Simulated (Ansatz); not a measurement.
TiO2:
```xyz
6
Lattice="-1.8889 1.8889 4.7918 1.8889 -1.8889 4.7918 1.8889 1.8889 -4.7918" Properties=species:S:1:pos:R:3 pbc="T T T"
Ti     0.0000     0.0000     4.7918
Ti     1.8889     0.0000     2.3959
O      0.0000     0.0000     2.8053
O      1.8889     0.0000     0.4094
O      1.8889     0.0000     4.3824
O      0.0000     0.0000     6.7783
```

Relaxed with r²SCAN. Special points in fractions of this cell's reciprocal vectors: Γ (0.000, 0.000, 0.000); X (0.000, 0.000, 0.500); P (0.250, 0.250, 0.250); N (0.000, 0.500, 0.000); M (0.500, 0.500, -0.500); S (0.289, 0.711, -0.289); S0 (-0.289, 0.289, 0.289); R (-0.078, 0.078, 0.500); G (0.500, 0.500, -0.078).

Task: List the band energies nearest the valence-band maximum at these points for r²SCAN in the plane-wave PAW code Ansatz.

Result: In eV from the valence-band maximum; about four levels below and three above (degenerate sets whole), none deeper than 8.9 eV; points with the same levels are listed once.

```
k                    below                          above
-  -----------------------  -----------------------------
Γ  -0.79 -0.79 -0.48 -0.48  2.53 3.24 4.44 4.44 4.44 4.44
X  -2.08 -2.08 -0.05 -0.05            3.71 3.71 4.18 4.18
P  -1.62 -1.62 -0.24 -0.24            3.93 3.93 3.97 3.97
N  -1.96 -0.97 -0.86 -0.68                 3.65 3.94 3.98
M  -1.29 -1.29 -0.12 -0.12            2.87 2.87 4.19 4.19
S  -1.23 -0.96 -0.91 -0.84                 3.63 3.89 3.96
R  -1.92 -1.92 -0.09 -0.09            3.68 3.68 4.12 4.12
```

Space group I4_1/amd (anatase). The cell was relaxed with r²SCAN under the symmetry of its start; of distortions, only those at the zone centre were tested. No spin polarisation was allowed.

Potentials: the later of the program's two PAW sets.
